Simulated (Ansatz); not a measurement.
Guessed and relaxed cells of Rb₂AlPdC₆N₆

The guess for Rb₂AlPdC₆N₆ was made by a generator: cyanide-bridged rock-salt net of two metals, 2 guest cations a cell (Fm-3m, No. 225). Its size is a rough estimate.

start.cif

```cif
data_structure
_symmetry_space_group_name_H-M 'Fm-3m'
_symmetry_Int_Tables_number 225
_cell_length_a 10.1410
_cell_length_b 10.1410
_cell_length_c 10.1410
_cell_angle_alpha 90.000
_cell_angle_beta 90.000
_cell_angle_gamma 90.000
_cell_volume 1042.90
loop_
_atom_site_label
_atom_site_type_symbol
_atom_site_symmetry_multiplicity
_atom_site_Wyckoff_symbol
_atom_site_fract_x
_atom_site_fract_y
_atom_site_fract_z
_atom_site_occupancy
Rb1 Rb 8 c 0.25000 0.75000 0.75000 1
Al1 Al 4 b 0.50000 0.00000 0.00000 1
Pd1 Pd 4 a 0.00000 0.00000 0.00000 1
C1 C 24 e 0.19111 0.00000 0.00000 1
N1 N 24 e 0.30648 0.00000 0.00000 1
```

Level of theory: DFT PBE, scalar-relativistic, plane waves, PAW (Ansatz). Cutoff 420 eV, Gaussian smearing, Γ-centred meshes. Cell and atoms relax first on a coarse mesh and then on a finer one. In between, the cell is made exact in the group found at 0.06 Å. In metals the finer mesh still leaves noise of several meV/atom or more. The steps can't lower the symmetry of their start. Collinear spin is switched on along the way, since trial moments persisted in a coarse test.

end.cif

```cif
data_structure
_symmetry_space_group_name_H-M 'Fm-3m'
_symmetry_Int_Tables_number 225
_cell_length_a 10.9417
_cell_length_b 10.9417
_cell_length_c 10.9417
_cell_angle_alpha 90.000
_cell_angle_beta 90.000
_cell_angle_gamma 90.000
_cell_volume 1309.93
loop_
_atom_site_label
_atom_site_type_symbol
_atom_site_symmetry_multiplicity
_atom_site_Wyckoff_symbol
_atom_site_fract_x
_atom_site_fract_y
_atom_site_fract_z
_atom_site_occupancy
Rb1 Rb 8 c 0.25000 0.75000 0.75000 1
Al1 Al 4 b 0.50000 0.00000 0.00000 1
Pd1 Pd 4 a 0.00000 0.00000 0.00000 1
C1 C 24 e 0.21247 0.00000 0.00000 1
N1 N 24 e 0.31990 0.00000 0.00000 1
```

The symmetry stays Fm-3m (No. 225). The volume per atom grows by 25.6 %, from 16.3 to 20.5 Å³. The shortest distance goes from 1.17 Å (C–N) to 1.18 Å (C–N). The energy falls by about 0.26 eV/atom (the start's value is from the coarse mesh).

- Volume per atom: 20.47 Å³
- Density: 2.33 g/cm³
- Energy over the elements: +0.08 eV/atom
- Gap on the 6×6×6 mesh of the 16-atom cell: 0 eV (a metal)
- Net moment per atom: 0.06 μB
- Moment by site: Pd 0.7 μB

Formation energies are uncorrected and refer to the elements' standard structures at the same level (N₂ as a molecule). A positive value: parting into the elements would lower its energy.

The last run used collinear spin and Gaussian smearing of 0.10 eV. The reference form of C is held partly by dispersion forces, which this level lacks. Another magnetic order may lie lower. Symmetry constrained the relaxation, so the result can be a saddle point. In all, the 3 runs took 2.9 min on 1 thread of Intel(R) Xeon(R) 6975P-C (Granite Rapids), on a shared host. Site moments count only spheres around the atoms; the net moment includes the space between them.
